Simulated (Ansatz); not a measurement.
Theory: Ansatz 0.2.0, DFT PBE, scalar-relativistic, plane waves, PAW. Settings: cutoff 420 eV, Γ-centred meshes spaced at most about 0.3 Å⁻¹, and about 0.25 Å⁻¹ or finer for metals (2π included), Gaussian smearing. Collinear spin in cells that started with moments and kept them past the coarse steps, no spin elsewhere.

All energies are static (0 K, no zero-point motion). All come from trial cells, and lower structures may exist.

Question: Order these relaxed structures of B₂Ru₃ by energy, lowest first, with the energy over the lowest of them.
1.

```xyz
5
Lattice="4.6698 0.0000 0.0000 0.0000 4.6698 0.0000 0.0000 0.0000 3.0543" Properties=species:S:1:pos:R:3 pbc="T T T"
B     2.3349    2.3349    0.7602
B     2.3349    2.3349    2.2941
Ru    0.0000    0.0000    0.0000
Ru    0.0000    2.3349    0.0000
Ru    2.3349    0.0000    0.0000
```

2.

```xyz
10
Lattice="5.1003 0.0000 0.0000 0.0000 5.1003 0.0000 0.0000 0.0000 5.1003" Properties=species:S:1:pos:R:3 pbc="T T T"
B     1.2751    1.2751    1.2751
B     1.2751    3.8252    3.8252
B     3.8252    3.8252    1.2751
B     3.8252    1.2751    3.8252
Ru    0.0000    2.5502    2.5502
Ru    0.0000    2.5502    0.0000
Ru    2.5502    0.0000    2.5502
Ru    0.0000    0.0000    2.5502
Ru    2.5502    0.0000    0.0000
Ru    2.5502    2.5502    0.0000
```

3.

```xyz
5
Lattice="2.9136 0.0000 0.0000 -1.4568 2.5233 0.0000 0.0000 0.0000 7.5414" Properties=species:S:1:pos:R:3 pbc="T T T"
B     1.4568    0.8411    6.1205
B     0.0000    1.6822    1.4209
Ru    1.4568    0.8411    2.7035
Ru    0.0000    1.6822    4.8379
Ru    0.0000    0.0000    0.0000
```

4.

```xyz
5
Lattice="4.0273 0.0000 0.0000 0.0000 4.0273 0.0000 0.0000 0.0000 4.1086" Properties=species:S:1:pos:R:3 pbc="T T T"
B     0.0000    2.0136    2.0543
B     2.0136    0.0000    2.0543
Ru    0.0000    2.0136    0.0000
Ru    2.0136    0.0000    0.0000
Ru    0.0000    0.0000    2.0543
```

Answer: 3 (0 meV/atom), 2 (480 meV/atom), 4 (603 meV/atom), 1 (994 meV/atom). Forms: 3 P-3m1; 2 Pn-3m; 4 P4/mmm; 1 P4/mmm. Counting B atoms around Ru (those within 1.25 times the shortest such distance or 1.15 times the sum of covalent radii; a plus sign parts nearer from farther groups; the shortest distance is added where it exceeds 1.18 times the sum of covalent radii; a slash parts the counts of unlike sites): cell 3 has Ru 3/6; cell 2 has Ru 4; cell 4 has Ru 2/4; cell 1 has Ru 4/8+8 from 3.4 Å. Cell 1 holds B–B chains (shortest 1.52 Å) (bonds between like non-metal atoms; other contacts aren't counted).

Cells relaxed within their symmetry can be saddle points. Some structure types and database cells were kept out of the candidates from the start, so a known form may be missing.
